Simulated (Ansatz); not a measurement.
Theory: DFT PBE, scalar-relativistic, plane waves, PAW (Ansatz 0.2.0). Cutoff 420 eV, Γ-centred meshes of about 0.25 Å⁻¹ or finer for metals and 0.3 Å⁻¹ for insulators (2π included), Gaussian smearing. No spin polarisation.

Temperature and zero-point effects are left out.

Two forms of SrNb were relaxed alike.

A.

```
CELL_PARAMETERS angstrom
0.00000 3.73974 3.73974
3.73974 0.00000 3.73974
3.73974 3.73974 0.00000
ATOMIC_POSITIONS crystal
Sr 0.75000 0.75000 0.75000
Sr 0.50000 0.50000 0.50000
Nb 0.25000 0.25000 0.25000
Nb 0.00000 0.00000 0.00000
```

B.

```
CELL_PARAMETERS angstrom
3.80574 0.00000 0.00000
-1.90287 3.29587 0.00000
0.00000 0.00000 15.69512
ATOMIC_POSITIONS crystal
Sr 0.00000 0.00000 0.22931
Sr 0.66667 0.33333 0.00000
Sr 0.00000 0.00000 0.77069
Nb 0.00000 0.00000 0.50000
Nb 0.66667 0.33333 0.40161
Nb 0.66667 0.33333 0.59839
```

**Question.** Which is lower in energy, and by how much?

**Answer.** B is lower, by 0.37 eV/atom. A has the NaTl (B32) type, space group Fd-3m (No. 227), 26.2 Å³/atom and no gap on its mesh; B has space group P-6m2 (No. 187), 32.8 Å³/atom and no gap. Counting all near atoms (those within 1.25 times the shortest distance at each site; a plus sign parts nearer from farther groups; a slash parts the counts of unlike sites), A has Sr 8+6, Nb 8+6 and B has Sr 6+6/9+4, Nb 3+1/6. The lower one is the more open, so pressure narrows the difference. Even the lower one lies +0.65 eV/atom against the reference forms of the elements (uncorrected), so neither is stable at this level. Both come from trial cells of a structure search, whose lowest cell (P2_1, 33.3 Å³/atom) lies 265 meV/atom below the lower of the two.

A magnetic state wasn't ruled out in cells without spin, among them P-6m2. Trial moments fell under 0.15 μB along the way in Fd-3m and P-6m2; another start might hold them. With atoms moved at random, B (by 265 meV/atom) fell into a lower structure. A had no clear such test and can be a saddle point. Some candidate types were left out of the draw beforehand, so a known form may be missing.
